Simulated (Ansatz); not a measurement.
Consider a crystal of CaYC4N4 in space group P-43m (No. 215), with Ca on 1b; Y on 1a; C on 4e; N on 4e. The cell of CaYC4N4 is invented: two interpenetrating cyanide-bridged diamond nets.

All numbers below come from Ansatz, DFT PBE, scalar-relativistic, plane waves, PAW. Cutoff 420 eV, Γ-centred mesh, Gaussian smearing, no spin polarisation.

The zero of energy is the elements' standard structures at the same level (N₂ as a molecule); no fitted shifts are applied.

Question: Give the relaxed lattice parameters and positions.

Answer:

Space group P-43m (No. 215). a = 6.849 Å, b = 6.849 Å, c = 6.849 Å, α = 90.00°, β = 90.00°, γ = 90.00°
```csv
atom,site,symmetry,x,y,z
Ca,1b,-43m,0.5000,0.5000,0.5000
Y,1a,-43m,0.0000,0.0000,0.0000
C,4e,.3m,0.2032,0.2032,0.2032
N,4e,.3m,0.3023,0.3023,0.3023
```

Around Ca lie 4 N at 2.35 Å; around Y lie 4 C at 2.41 Å; C is surrounded by 1 N at 1.18 Å and 1 Y at 2.41 Å; around N lie 1 C at 1.18 Å and 1 Ca at 2.35 Å. Another local minimum with the same sites may exist.

Question: Where does its energy lie, and is it a metal?

Answer: The energy over the elements is −0.09 eV/atom and the gap on the 6×6×6 mesh of the 10-atom cell is 0 eV (a metal). It lies below the elements, which doesn't yet make it stable against other compounds or structures.

The last run used Gaussian smearing of 0.10 eV. The cell is a metal run without spin, though a test with spin on the coarse mesh kept 1.0 μB a cell, so a magnetic state probably lies lower. The reference form of C is held partly by dispersion forces, which this level lacks. A structure relaxed within its symmetry needn't be a true minimum.
